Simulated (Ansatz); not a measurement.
According to r²SCAN in the plane-wave PAW code Ansatz, HfSiO4 in the tetragonal phase (I4_1/amd; Hf on 4a, Si on 4b, O on 16h) relaxes to a = 6.582 Å, c = 5.972 Å. Si has 4 nearest neighbours from 1.62 Å (tetrahedral). Its formation energy from the elements is -3419 meV/atom, with no fitted shifts.

The Kohn–Sham gap is 6.00 eV (indirect).

The cell was relaxed with r²SCAN under the symmetry of its start. No spin polarisation was allowed. The references are the lowest solids computed at this level, not always the standard phases (solids in place of the gases). Spin–orbit coupling is left out wherever it is not named.

Potentials: the earlier of the program's two PAW sets.
